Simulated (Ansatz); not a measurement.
An Ansatz (an electronic-structure program) run. Input:

Ansatz 0.2 input:
```yaml
crystal:
  lattice:
    - [2.5107528311, 0.0, 0.0]
    - [-1.2553764156, 2.1743757344, 0.0]
    - [0.0, 0.0, 18.6165727129]
  atoms:
    - { symbol: C, position: [0.0, 0.0, 0.6810466148] }
    - { symbol: C, position: [0.0, 0.0, 0.7637832807] }
    - { symbol: C, position: [0.3333333333, 0.6666666667, 0.7914286529] }
    - { symbol: C, position: [0.3333333333, 0.6666666667, 0.8741590508] }
    - { symbol: C, position: [0.6666666667, 0.3333333333, 0.9020001702] }
    - { symbol: C, position: [0.6666666667, 0.3333333333, 0.9859847958] }
    - { symbol: C, position: [0.3333333333, 0.6666666667, 0.0140152042] }
    - { symbol: C, position: [0.3333333333, 0.6666666667, 0.0979998298] }
    - { symbol: C, position: [0.6666666667, 0.3333333333, 0.1258409492] }
    - { symbol: C, position: [0.6666666667, 0.3333333333, 0.2085713471] }
    - { symbol: C, position: [0.0, 0.0, 0.2362167193] }
    - { symbol: C, position: [0.0, 0.0, 0.3189533852] }
    - { symbol: C, position: [0.3333333333, 0.6666666667, 0.3467649515] }
    - { symbol: C, position: [0.3333333333, 0.6666666667, 0.4308427347] }
    - { symbol: C, position: [0.0, 0.0, 0.4586624197] }
    - { symbol: C, position: [0.0, 0.0, 0.5413375803] }
    - { symbol: C, position: [0.6666666667, 0.3333333333, 0.5691572653] }
    - { symbol: C, position: [0.6666666667, 0.3333333333, 0.6532350485] }
kpoints:
  mp_grid: { grid: [13, 13, 2] }
hamiltonian:
  xc: r2scan
  pseudopotentials: { kind: paw }
scf:
  occupations: { method: fixed }
checkpoint: { read: static.run }
output: { write_density: true, elf: true, volumetric_format: npy }
basis: { fft_grid_basis: typed }
```

Output (shortened):

```
Pseudopotentials: kind: paw
Pseudopotential: C, paw, valence charge 4
Functional definition: r2SCAN
Crystal: 18 atoms, lattice volume = 101.634 Å³
Basis set: ecut = 500 eV, 2605 PW (Γ), exchange–correlation on 80×80×576 points (64 copies of the dense FFT grid, shifted against one another)
Bands: 54, of which v1, the nominal top of the filled ones, is band 36 counted from 1 (35 counted from 0)
Symmetry: 12 space group operations
Space group: P-3m1 (ITA 164), of the structure as read, at distance tolerance 4.7e-5 Å
k-points: 42 of 338
PAW frozen core: C, regenerated for the run's functional
Initial density: read from a saved state, or passed on in memory by an earlier SCF of this step, an earlier step, the calling program or the single point that …
Stability of the state it starts from, as read at its close in the unpolarized treatment …
Initial wavefunctions: pseudopotential atomic-orbital guess
Eigensolver: davidson
Functional: x = r2scan, c = r2scan; τ floored in thin density (d = 2e-4 eV/Å³)
iter 1 solved again at ethr=2.37e-8 eV; its pass at ethr=3.10e-3 eV (dr2=1.70e-5 eV) is discarded
SCF iter   1: F=—  HF=-4527.822945 eV  |F-HF|=—  |Δ(HF+E_count)|=         —  Δρ=5.86e-7  dr2=1.42e-10  dr2_τ=3.27e-11  ethr=2.37e-8  ⟨swp⟩=4.2  Hψ=14681  notcnv=0  defer=670
all-band conjugate gradients solve this SCF's bands
preconditioner: auto → none
SCF iter   2: F=-4527.822945 eV  HF=-4527.822945 eV  |F-HF|=1.82e-12  |Δ(HF+E_count)|=   1.02e-7  Δρ=2.68e-7  dr2=4.53e-11  dr2_τ=8.23e-12  ethr=1.00e-12  ⟨swp⟩=13.9  Hψ=12869  notcnv=0
SCF 1 converged in 2 iterations: F = -4527.822945 eV  dr2 = 4.53e-11
SCF converged after 2 iterations
Free energy (F): -4527.822945 eV
Harris-Foulkes:  -4527.822945 eV  (|F-HF|=1.82e-12)
Internal energy: -4527.822945 eV  (E = F + TS)
E sigma→0 (E₀):  -4527.822945 eV
Fermi energy:    13.499705 eV
--- Per-component energies (eV) ---
  E_band       = 276.125717
  E_kinetic    = 1660.097668
  E_local      = -1091.584050  (includes V_loc(G=0)·N_el)
  E_nonlocal   = 473.339795
  E_hartree    = 241.565220
  E_xc         = -863.571975
  E_vxc        = -1193.372523  (∫ρ·V_xc dr)
  E_paw        = -1813.124052  (= ΣΔE_a)
  E_vpaw       = -118.457014  (= ΣTr[D̂ρ^β])
  E_aug_tail   = 0.000076  (compensation charges beyond the density's cutoff)
  E_vtau       = 62.971402  (kinetic-family band-sum trace: ∫τ·v_τ [+ j·A + Jᵃ·Aᵃ] dr)
  E_ewald      = -3134.099701
  E_core_change = -0.445927  (= ΣΔE_core)
  E_smearing   =  0.000000  (= −TS)
  E_closure    = 0.000000  (closes the sum)
  Σ components = -4527.822945   (vs F -4527.822945, Δ=0.00e0)
  [band-id]    e_kinetic+e_local+e_nonlocal+2·e_hartree+e_vxc+e_vpaw+e_augmentation_tail+e_vtau = 276.125795   (vs E_band 276.125717, Δ=7.83e-5)
--- Band table (eV; the first three rows and the last of 42) ---
  k-point 0: bands = ["-9.3786", "-9.0528", "-8.9961", "-7.9896", "-7.9509", "-6.2820", "-6.2387", "-4.1245", "-4.1198", "0.0458", "0.0541", "3.3353", "3.3927", "7.2710", "7.3034", "10.4501", "10.4501", "10.4507", "10.4507", "10.9285", "10.9285", "10.9610", "10.9610", "11.1465", "11.1631", "11.8303", "11.8303", "11.8739", "11.8739", "12.8839", "12.8839", "12.9715", "12.9715", "13.2855", "13.4997", "13.4997", "19.0972", "19.0972", "19.2767", "19.6835", "19.6835", "19.8978", "19.8978", "20.3563", "20.4822", "21.0162", "21.0162", "21.2656", "21.2656", "21.5081", "21.7419", "21.9601", "22.0262", "22.0262"]
  k-point 1: bands = ["-9.2954", "-9.2855", "-8.6114", "-8.5536", "-7.2121", "-7.1729", "-5.2208", "-5.1853", "-3.5074", "-0.7144", "1.5503", "1.6027", "5.2685", "5.3104", "9.2734", "9.2926", "10.3872", "10.3872", "10.6267", "10.6267", "10.6501", "10.6501", "11.3395", "11.3395", "11.3735", "11.3735", "12.3596", "12.3596", "12.4329", "12.4329", "12.6478", "12.6621", "13.3256", "13.3256", "13.3541", "13.3541", "19.2554", "19.2554", "19.3187", "19.3187", "19.6484", "19.6642", "20.3186", "20.3186", "20.6039", "20.6039", "21.0244", "21.2187", "21.5824", "21.5824", "21.8720", "21.8754", "21.8754", "21.9140"]
  k-point 2: bands = ["-9.2254", "-8.8999", "-8.8434", "-7.8382", "-7.7997", "-6.1337", "-6.0908", "-3.9828", "-3.9783", "0.1798", "0.1881", "3.4456", "3.5029", "7.3270", "7.3601", "9.6138", "9.7330", "10.0222", "10.0627", "10.1804", "10.3510", "10.4735", "10.8012", "10.8946", "11.0729", "11.0778", "11.3500", "11.3645", "11.8029", "12.0722", "12.4456", "12.4676", "12.7883", "12.8637", "13.0642", "13.2260", "19.2124", "19.4520", "19.4903", "19.5692", "19.8924", "19.9493", "20.4075", "20.6703", "20.7676", "20.9349", "21.2736", "21.4391", "21.8553", "21.8573", "21.9281", "22.1454", "22.4111", "22.4514"]
  k-point 41: bands = ["-2.5503", "-2.5466", "-2.0578", "-2.0086", "-1.3166", "-1.2380", "-1.1107", "-1.0729", "-0.9516", "0.6208", "0.8270", "1.0302", "1.0476", "1.3696", "1.5773", "1.8392", "2.3793", "2.4342", "3.1225", "3.3284", "3.4763", "4.0047", "4.4091", "4.4133", "5.0470", "5.6608", "5.7577", "6.1653", "6.7938", "7.3438", "7.4448", "8.0054", "8.3533", "8.4462", "8.5585", "8.8136", "18.8258", "19.3892", "19.6072", "20.6179", "20.8259", "21.6271", "22.6442", "22.8452", "23.7440", "23.8147", "23.8751", "23.9500", "25.6766", "25.7660", "26.3665", "26.3786", "26.4479", "26.5142"]
  band table: 54 of 54 bands, residual norms ≤ 1.0e-3 eV
```

Cost: roughly 18 core-seconds on shared cores.

The start of the workflow was typed in or built on a structure type; the Crystallography Open Database copy checked does not list it. It is not the phase usual at ambient conditions (space group No. 194, 227). The r²SCAN relaxation kept the symmetry of its start; whether a distortion lowers the energy is not shown.

Potentials: the later of the program's two PAW sets.

Ansatz is a plane-wave DFT program.
